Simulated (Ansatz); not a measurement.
AlV₂C:
```
CELL_PARAMETERS angstrom
      2.87871     0.00000     0.00000
     -1.43935     2.49303     0.00000
      0.00000     0.00000    13.02097
ATOMIC_POSITIONS crystal
  Al 0.33333 0.66667 0.25000
  Al 0.66667 0.33333 0.75000
  V  0.33333 0.66667 0.58511
  V  0.66667 0.33333 0.41489
  V  0.66667 0.33333 0.08511
  V  0.33333 0.66667 0.91489
  C  0.00000 0.00000 0.00000
  C  0.00000 0.00000 0.50000
```

Relaxed with PBEsol. Special points in fractions of this cell's reciprocal vectors: Γ (0.000, 0.000, 0.000); M (0.500, 0.000, 0.000); K (0.333, 0.333, 0.000); A (0.000, 0.000, 0.500); L (0.500, 0.000, 0.500); H (0.333, 0.333, 0.500).

### Question
List the band energies nearest the Fermi level at these points for the program Ansatz at the PBEsol level (PAW).

### Answer
In eV from the Fermi level; about four levels below and three above (degenerate sets whole), none deeper than 8.9 eV; points with the same levels are listed once.

```json
[
 {"k": "Γ", "below": "-0.31 -0.31 -0.29 -0.29", "above": "0.60 0.60 0.64 0.64"},
 {"k": "M", "below": "-2.59 -2.53 -1.55 -1.52", "above": "0.73 1.09 1.13"},
 {"k": "K", "below": "-1.71 -1.71 -1.31 -0.26", "above": "1.12 1.12 1.31 1.31"},
 {"k": "A", "below": "-0.30 -0.30 -0.30 -0.30", "above": "0.62 0.62 0.62 0.62"},
 {"k": "L", "below": "-2.54 -2.54 -1.53 -1.53", "above": "0.95 0.95 1.17 1.17"},
 {"k": "H", "below": "-1.60 -1.60 -0.76 -0.76", "above": "1.01 1.01 1.47 1.47"}
]
```

Space group P6_3/mmc. The cell was relaxed with PBEsol under the symmetry of its start; of distortions, only those at the zone centre were tested. No spin polarisation was allowed.

Potentials: the later of the program's two PAW sets.
